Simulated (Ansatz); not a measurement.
The start is a generated cell, As built in the lonsdaleite structure type. The structure is fully relaxed (lattice and positions, P = 0) with r2SCAN (plane waves to 500 eV, PAW, scalar-relativistic; Ansatz, a program for electronic structure). The first steps use a coarse 7×7×4 k-mesh.

Input geometry:
```
As
1.0
    3.89524     0.00000     0.00000
   -1.94762     3.37337     0.00000
    0.00000     0.00000     6.49672
As
4
Direct
  0.33333   0.66667   0.05995
  0.66667   0.33333   0.55995
  0.66667   0.33333   0.94005
  0.33333   0.66667   0.44005
```

- Initial pressure = +23 GPa (positive: the cell is compressed)
- Largest initial force = about 0.6 eV/Å, on As1, As2, As3, As4 (atoms numbered as listed)
- Outcome = The space group stays P6₃/mmc (No. 194) (the run could not lower it), with 4 atoms in the primitive cell
- Energy released = 0.50 eV/atom
- Shortest distances (start → end) = The closest pairs of elements (up to four, under 3.6 Å), start → end: As–As 2.38 → 2.45 Å
- Band gap at the end = no gap (metallic)
- Optimiser moves = 18

The end point of the relaxation:

```cif
data_As4
_chemical_formula_sum 'As4'
_space_group_name_H-M_alt 'P63/mmc'
_space_group_IT_number 194
_space_group_name_Hall '-P 6c 2c'
_cell_length_a 4.58593
_cell_length_b 4.58593
_cell_length_c 5.74320
_cell_angle_alpha 90.000
_cell_angle_beta 90.000
_cell_angle_gamma 120.000
loop_
_atom_site_label
_atom_site_type_symbol
_atom_site_symmetry_multiplicity
_atom_site_Wyckoff_symbol
_atom_site_fract_x
_atom_site_fract_y
_atom_site_fract_z
_atom_site_occupancy
As1 As 4 f 0.33333 0.66667 0.03694 1
```

Final values are on a 12×12×8 k-mesh of the relaxed cell. No spin polarisation in the result.

The run could not lower the symmetry of its start; a shaken copy of this end point relaxes with r2SCAN to P2₁/m (No. 11), 0.19 eV/atom lower.

The relaxed structure here is a generated cell of As: the first start was made by placing the elements on the sites of a structure type, and the end was not matched to a known phase here, so it may be hypothetical. Known forms of As include space group No. 166.
